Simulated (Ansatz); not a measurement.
Al:
```
Al
1.0
    2.83924     0.00000     0.00000
   -1.41962     2.45885     0.00000
    0.00000     0.00000     4.67114
Al
2
Direct
  0.66667   0.33333   0.75000
  0.33333   0.66667   0.25000
```

Relaxed with PBEsol. Special points in fractions of this cell's reciprocal vectors: Γ (0.000, 0.000, 0.000); M (0.500, 0.000, 0.000); K (0.333, 0.333, 0.000); A (0.000, 0.000, 0.500); L (0.500, 0.000, 0.500); H (0.333, 0.333, 0.500).

**Question.** List the band energies nearest the Fermi level at these points for the program Ansatz at the PBEsol level (PAW).

**Answer.** In eV from the Fermi level; about four levels below and three above (degenerate sets whole), none deeper than 8.9 eV; … stands for higher levels left out; points with the same levels are listed once.

```json
[
 {"k": "Γ", "below": "-4.67 -4.50", "above": "10.75 10.75 11.07 11.07"},
 {"k": "M", "below": "-5.32 -5.15", "above": "0.60 1.08 1.46"},
 {"k": "K", "below": "-3.39 -3.39 -3.15", "above": "2.45 2.45 2.47"},
 {"k": "A", "below": "–", "above": "3.31 3.31 11.90 11.90 11.90 11.90"},
 {"k": "L", "below": "-3.95 -3.95 -3.22 -3.22", "above": "7.16 7.16 7.56 7.56"},
 {"k": "H", "below": "-1.58 -1.58 -0.97 -0.97", "above": "10.04 10.04 …"}
]
```

Space group P6_3/mmc (hcp (Mg type)). The first step of the workflow began from a Materials Project structure, measured or hypothetical; the Crystallography Open Database copy checked does not list it. It is not the phase usual at ambient conditions (space group No. 225). The cell was relaxed with PBEsol under the symmetry of its start; phonons on a q-mesh show no instability.

Potentials: the earlier of the program's two PAW sets.
